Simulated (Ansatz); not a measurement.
## Bi₂Se₃: from a starting cell to a relaxed one

The start is a generated trial cell of Bi2Se3 in the AFLOW prototype A2B3_tP10_127_g_ah (D5_a). The cell and all atomic positions are relaxed at zero pressure with PBEsol (plane waves to 420 eV, PAW, scalar-relativistic; Ansatz, a quantum-chemistry and plane-wave program). The first steps use a coarse 3×3×6 k-mesh.

Input geometry:
```
CELL_PARAMETERS angstrom
      8.15699     0.00000     0.00000
      0.00000     8.15699     0.00000
      0.00000     0.00000     4.32511
ATOMIC_POSITIONS crystal
  Se 0.00000 0.00000 0.00000
  Se 0.50000 0.50000 0.00000
  Se 0.18210 0.68210 0.50000
  Se 0.68210 0.81790 0.50000
  Se 0.31790 0.18210 0.50000
  Se 0.81790 0.31790 0.50000
  Bi 0.38410 0.88410 0.00000
  Bi 0.88410 0.61590 0.00000
  Bi 0.11590 0.38410 0.00000
  Bi 0.61590 0.11590 0.00000
```

What pressure does the first self-consistent step give?

-4 GPa (negative: the cell is under tension).

What is the largest force in the starting geometry, and on which atom (counted from 1)?

About 4.3 eV/Å, on Bi7, Bi8, Bi9, Bi10 (atoms numbered as listed).

How much energy is released per atom?

0.51 eV/atom.

How does the volume change?

-10.5 %, from 28.78 to 25.75 Å³/atom.

How do the shortest distances between atoms change?

The closest pairs of elements (up to four, under 3.6 Å), start → end: Bi–Bi 2.67 → 3.97 Å; Bi–Se 3.18 → 2.82 Å; Se–Se 3.69 → 3.16 Å.

Give the final cell and atomic positions.


```cif
data_Bi4Se6
_chemical_formula_sum 'Se6 Bi4'
_space_group_name_H-M_alt 'P4/mbm'
_space_group_IT_number 127
_space_group_name_Hall '-P 4 2ab'
_cell_length_a 8.05280
_cell_length_b 8.05280
_cell_length_c 3.97129
_cell_angle_alpha 90.000
_cell_angle_beta 90.000
_cell_angle_gamma 90.000
loop_
_atom_site_label
_atom_site_type_symbol
_atom_site_symmetry_multiplicity
_atom_site_Wyckoff_symbol
_atom_site_fract_x
_atom_site_fract_y
_atom_site_fract_z
_atom_site_occupancy
Se1 Se 2 a 0.00000 0.00000 0.00000 1
Se2 Se 4 h 0.36126 0.13874 0.50000 1
Bi1 Bi 4 g 0.18543 0.31457 0.00000 1
```

The space group stays P4/mbm (No. 127) (the run could not lower it), with 10 atoms in the primitive cell. Final values are on a 6×6×12 k-mesh of the relaxed cell. No spin polarisation in the result.

The run could not lose the symmetry of its start, so the end can be a saddle point.

The relaxed structure here is a generated cell of Bi2Se3: the first start was made by placing the elements on the sites of a structure type, and the end was not matched to a known phase here, so it may be hypothetical. Known forms of Bi2Se3 include space group No. 166.
